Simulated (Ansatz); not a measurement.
HfN (rock salt)

```
HfN
1.0
    0.00000     2.27401     2.27401
    2.27401     0.00000     2.27401
    2.27401     2.27401     0.00000
N Hf
1 1
Cartesian
  0.00000   0.00000   0.00000
  2.27401   2.27401   2.27401
```

Equation-of-state scan: isotropic scaling of the cell above, V₀ being its volume. Symmetry pins the atoms to their sites.

Calculation: PBE (plane waves to 420 eV, PAW, scalar-relativistic; Ansatz, a first-principles code). k mesh 18×18×18 (Γ-centred), Fermi-Dirac smearing 0.05 eV. E stands for the smeared free energy. Stress and pressure are positive under compression. HfN is run without spin polarisation. HfN was relaxed with its symmetry unable to fall. Spin-orbit coupling is left out, though Hf is heavy. The PAW data are Ansatz's earlier set. The zero of ΔE is the relaxed starting cell.

Question: Predict the ΔE (kJ/mol of atoms) and P (GPa) at V/V₀ = 0.920, 0.940, 0.960, 0.980, 1.020, 1.040, 1.060, 1.080.

Answer: 
```json
[
 {"V/V₀": "0.920", "ΔE (kJ/mol of atoms)": "6.9", "P (GPa)": "26.2"},
 {"V/V₀": "0.940", "ΔE (kJ/mol of atoms)": "3.7", "P (GPa)": "18.6"},
 {"V/V₀": "0.960", "ΔE (kJ/mol of atoms)": "1.6", "P (GPa)": "11.7"},
 {"V/V₀": "0.980", "ΔE (kJ/mol of atoms)": "0.4", "P (GPa)": "5.5"},
 {"V/V₀": "1.020", "ΔE (kJ/mol of atoms)": "0.4", "P (GPa)": "-5.0"},
 {"V/V₀": "1.040", "ΔE (kJ/mol of atoms)": "1.4", "P (GPa)": "-9.5"},
 {"V/V₀": "1.060", "ΔE (kJ/mol of atoms)": "3.0", "P (GPa)": "-13.5"},
 {"V/V₀": "1.080", "ΔE (kJ/mol of atoms)": "5.2", "P (GPa)": "-17.2"}
]
```

(Under strain, the slope of the energy per volume gives the stress and its curvature an elastic modulus.)
